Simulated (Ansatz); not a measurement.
YAl2Ge2 in space group P-3m1 (No. 164; Y on 1a, Ge on 2d, Al on 2d) at seven volumes, r²SCAN (plane waves, PAW; program Ansatz), shape and atoms relaxed at each. One row is withheld.

```json
[
 {"V (Å³/atom)": "18.835", "P (GPa)": "?"},
 {"V (Å³/atom)": "19.456", "P (GPa)": "5.58"},
 {"V (Å³/atom)": "20.077", "P (GPa)": "2.58"},
 {"V (Å³/atom)": "20.698", "P (GPa)": "0.00"},
 {"V (Å³/atom)": "21.319", "P (GPa)": "-2.13"},
 {"V (Å³/atom)": "21.940", "P (GPa)": "-3.99"},
 {"V (Å³/atom)": "22.560", "P (GPa)": "-5.62"}
]
```

### Question
Fit the shown pressures and predict the withheld one.

### Answer
Third-order Birch–Murnaghan: P = (3/2)B₀(x^(7/2) − x^(5/2))[1 + (3/4)(B′ − 4)(x − 1)] with x = (V₀/V)^(2/3). Least squares on the six rows gives V₀ = 20.706 Å³/atom, B₀ = 78.39 GPa, B′ = 4.26. At V = 18.835, x = 1.0652 and P = 9.09 GPa. The run itself gave 9.09 GPa.

The workflow started from an entry of the Crystallography Open Database (COD). Its standing as an ambient phase is unchecked. The r²SCAN relaxation kept the symmetry of its start; its stability against distortions is not shown here. No spin polarisation was allowed.

Potentials: the later of the program's two PAW sets.
